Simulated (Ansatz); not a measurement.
PbO₂:
Space group P4₂/mnm (No. 136); a = b = 5.082 Å, c = 3.444 Å, α = β = γ = 90.00°

```json
[
 {"atom": "Pb", "site": "2a", "symmetry": "m.mm", "x": "0.0000", "y": "0.0000", "z": "0.0000"},
 {"atom": "O", "site": "4f", "symmetry": "m.2m", "x": "0.3080", "y": "0.3080", "z": "0.0000"}
]
```

Relaxed with PBE.

Tabulate the valence density and the electron localisation function along the shortest Pb–O contact (2.21 Å), PBE (plane waves, PAW; program Ansatz).



```csv
distance from Pb (Å),density (e/Å³),ELF
0.22,8.95,0.00
0.33,7.23,0.01
0.44,5.47,0.05
0.55,3.91,0.13
0.66,2.64,0.24
0.77,1.69,0.31
0.88,1.06,0.31
0.99,0.73,0.26
1.10,0.58,0.22
1.21,0.57,0.29
1.32,0.69,0.48
1.43,0.96,0.69
1.54,1.48,0.79
1.66,2.39,0.80
1.77,3.70,0.75
1.88,5.16,0.64
1.99,6.45,0.47
```

The density is the valence pseudo-density with augmentation charge, so density and ELF within about 1 Å of a nucleus are not all-electron values.

Space group P4_2/mnm (rutile). The cell was relaxed with PBE under the symmetry of its start; of distortions, only those at the zone centre were tested. Spin–orbit coupling is left out wherever it is not named.

Potentials: the later of the program's two PAW sets.
